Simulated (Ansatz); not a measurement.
YN (rock salt, Fm-3m), PBE (plane waves, PAW; program Ansatz). The conduction-band minimum lies at X, with 3 equivalent valleys. Second derivatives d²E/dk² of the lowest band at one valley (eV·Å²), along Cartesian directions:

```json
[
 {"direction": "[100]", "d²E/dk²": "5.901"},
 {"direction": "[010]", "d²E/dk²": "69.15"},
 {"direction": "[001]", "d²E/dk²": "69.15"},
 {"direction": "[110]", "d²E/dk²": "37.58"},
 {"direction": "[101]", "d²E/dk²": "37.58"},
 {"direction": "[011]", "d²E/dk²": "69.11"}
]
```

Q: Find the principal effective masses, the density-of-states mass and the conductivity mass.

A: Off-diagonal terms follow from H_xy = H[110] − (H_xx + H_yy)/2, and m*/mₑ = 7.620 eV·Å² over each eigenvalue: 0.11, 0.11, 1.3. One valley's DOS mass (m₁m₂m₃)^(1/3) = 0.25, conductivity mass 3/(Σ 1/mᵢ) = 0.16 mₑ.

Q: What effective density of states Nc follows at 300 K for parabolic valleys?

A: Nc = 2.509e19 × 3 × (0.25)^(3/2) ≈ 9.4e18 cm⁻³.

Symmetry was held in the PBE relaxation. No spin polarisation was allowed. Scalar-relativistic: spin–orbit coupling is off unless named, which matters more the heavier the elements.

Potentials: the later of the program's two PAW sets.

Edges and masses are those of Kohn–Sham bands, whose gap is no quasiparticle gap.
